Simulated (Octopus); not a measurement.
# BP (F-43m, No. 216): Octopus summary

BP (F-43m, No. 216):
```xyz
2
Lattice="0.0000 2.2661 2.2661 2.2661 0.0000 2.2661 2.2661 2.2661 0.0000" Properties=species:S:1:pos:R:3 pbc="T T T"
B      0.0000     0.0000     0.0000
P      1.1330     1.1330     3.3991
```
The cell is a database entry, not relaxed again.

Level: LDA. Code: Octopus 16.4. Numerical set-up: grid spacing about 0.17 Å, Γ-centred 8×8×8 k-mesh, no spin polarisation; PseudoDojo for B P.

Problem. What band gap does LDA give on the standard high-symmetry path?

Solution. 1.21 eV, from Γ to between Γ and X; smallest direct gap on the path 3.39 eV. A grid finer by a fifth moves the gap between mesh points by under 0.01 eV.
